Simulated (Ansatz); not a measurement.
CsNaTiO$_{3}$:
```yaml
crystal:
  lattice:
    - [2.94231, -5.45051, 0.00000]
    - [2.94231, 5.45051, 0.00000]
    - [0.00000, 0.00000, 5.54252]
  atoms:
    - { symbol: Cs, position: [0.73196, 0.26804, 0.75000] }
    - { symbol: Cs, position: [0.26804, 0.73196, 0.25000] }
    - { symbol: Na, position: [0.57419, 0.42581, 0.25000] }
    - { symbol: Na, position: [0.42581, 0.57419, 0.75000] }
    - { symbol: Ti, position: [0.95112, 0.04888, 0.25000] }
    - { symbol: Ti, position: [0.04888, 0.95112, 0.75000] }
    - { symbol: O, position: [0.79169, 0.20831, 0.25000] }
    - { symbol: O, position: [0.20831, 0.79169, 0.75000] }
    - { symbol: O, position: [0.21378, 0.21378, 0.00000] }
    - { symbol: O, position: [0.78622, 0.78622, 0.00000] }
    - { symbol: O, position: [0.78622, 0.78622, 0.50000] }
    - { symbol: O, position: [0.21378, 0.21378, 0.50000] }
```

Relaxed with LDA. Special points in fractions of this cell's reciprocal vectors: Γ (0.000, 0.000, 0.000); Y (-0.500, 0.500, 0.000); C0 (-0.323, 0.677, 0.000); Σ0 (0.323, 0.323, 0.000); Z (0.000, 0.000, 0.500); A0 (0.323, 0.323, 0.500); E0 (-0.323, 0.677, 0.500); T (-0.500, 0.500, 0.500); S (0.000, 0.500, 0.000); R (0.000, 0.500, 0.500).

### Question
List the band energies nearest the valence-band maximum at these points for LDA (plane waves, PAW; program Ansatz).

### Answer
In eV from the valence-band maximum; about four levels below and three above (degenerate sets whole), none deeper than 8.9 eV; points with the same levels are listed once.

```json
[
 {"k": "Γ", "below": "-0.40 -0.35 -0.23 -0.10", "above": "3.41 4.32 4.54"},
 {"k": "Y", "below": "-0.44 -0.34 -0.23 0.00", "above": "3.54 4.32 4.46"},
 {"k": "C0", "below": "-0.66 -0.39 -0.33 -0.03", "above": "3.69 4.34 4.39"},
 {"k": "Z", "below": "-0.43 -0.43 -0.30 -0.30", "above": "4.08 4.08 4.76 4.76"},
 {"k": "A0", "below": "-0.71 -0.71 -0.65 -0.65", "above": "4.09 4.09 4.78 4.78"},
 {"k": "T", "below": "-0.42 -0.42 -0.26 -0.26", "above": "3.97 3.97 4.74 4.74"},
 {"k": "S", "below": "-0.66 -0.37 -0.30 -0.06", "above": "3.71 4.35 4.42"},
 {"k": "R", "below": "-0.83 -0.83 -0.73 -0.73", "above": "4.13 4.13 4.83 4.83"}
]
```

Space group Cmcm. The first step of the workflow began from a Materials Project structure, measured or hypothetical; the Crystallography Open Database copy checked does not list it. Its standing as an ambient phase is unchecked. The cell was relaxed with LDA under the symmetry of its start; of distortions, only those at the zone centre were tested. No spin polarisation was allowed. Spin–orbit coupling is left out wherever it is not named.

Potentials: the later of the program's two PAW sets.
